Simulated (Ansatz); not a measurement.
WSe2 in space group P-6m2 (No. 187; W on 1a, Se on 2h), r²SCAN+D4 (plane waves, PAW; program Ansatz). The conduction-band minimum lies on the K–Γ line, 47 % of the way from K, with 6 equivalent valleys. Second derivatives d²E/dk² of the lowest band at one valley (eV·Å²), along Cartesian directions:

| direction | d²E/dk² |
|---|---|
| [100] | 11.89 |
| [010] | 13.46 |
| [001] | 12.41 |
| [110] | 13.96 |
| [101] | 12.16 |
| [011] | 12.94 |

**Question.** Find the principal effective masses, the density-of-states mass and the conductivity mass.

**Answer.** Off-diagonal terms follow from H_xy = H[110] − (H_xx + H_yy)/2, and m*/mₑ = 7.620 eV·Å² over each eigenvalue: 0.54, 0.61, 0.68. One valley's DOS mass (m₁m₂m₃)^(1/3) = 0.61, conductivity mass 3/(Σ 1/mᵢ) = 0.61 mₑ.

**Question.** What effective density of states Nc follows at 300 K for parabolic valleys?

**Answer.** Nc = 2.509e19 × 6 × (0.61)^(3/2) ≈ 7.2e19 cm⁻³.

The workflow started from a Materials Project entry (that database holds measured and hypothetical structures alike); the Crystallography Open Database copy checked does not list it. It is not the phase usual at ambient conditions (space group No. 194). The cell keeps a stress of up to 0.2 GPa. The cell was relaxed with r²SCAN+D4 under the symmetry of its start; its stability against distortions is not shown here. No spin polarisation was allowed. Scalar-relativistic: spin–orbit coupling is off unless named, which matters more the heavier the elements.

Potentials: the later of the program's two PAW sets.

Edges and masses are those of Kohn–Sham bands, whose gap is no quasiparticle gap.
